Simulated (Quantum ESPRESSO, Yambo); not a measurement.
Si at -1.5 % isotropic strain: DFT and GW levels

Si has the hexagonal space group P6₃/mmc (No. 194), Pearson symbol hP4. Lattice parameters: a = 3.7685 Å, b = 3.7685 Å, c = 6.2205 Å, α = 90.00°, β = 90.00°, γ = 120.00°. Si on 4f has 4 Si at 2.312–2.328 Å (tetrahedral). (Neighbours: up to the widest gap in distance over summed covalent radii, below 1.35, at either atom.)

The PBEsol cell relaxed from Materials Project entry mp-165 was given an isotropic strain of -1.5 % on all lattice vectors, and the atoms were relaxed again.

Starting point: norm-conserving PBEsol (Quantum ESPRESSO, 36 Ry, scalar-relativistic). G0W0 in Yambo: 6×6×2 Γ-centred k mesh, 176 bands and a 10 Ry block in the screening, 176 bands in G with the Bruneval-Gonze terminator, plasmon pole fitted at 27.2 eV.

```
Property                                             Value
-------------------------------------------------  -------
PBEsol gap along the band path                     0.19 eV
PBEsol gap between the mesh's edge points (Γ → M)  0.19 eV
G0W0 gap between the same points                   0.89 eV
PBEsol smallest direct gap on the mesh (at Γ)      1.06 eV
G0W0 direct gap at that point                      1.77 eV
```

```csv
k point,band,E PBEsol (eV),E QP (eV),shift (eV),Z
Γ,VB,0.00,-0.71,-0.71,0.77
Γ,CB,1.06,1.06,0.00,0.78
A,VB,-0.99,-1.69,-0.70,0.77
A,CB,1.85,1.85,0.00,0.78
M,VB,-1.52,-2.24,-0.72,0.76
M,CB,0.19,0.18,0.00,0.79
```

Energies count from the PBEsol valence-band maximum.

Convergence of the G0W0 settings was not tested.

This is not the ordinary phase of the substance; no match was found in the copy of COD used, and its stability was not checked.
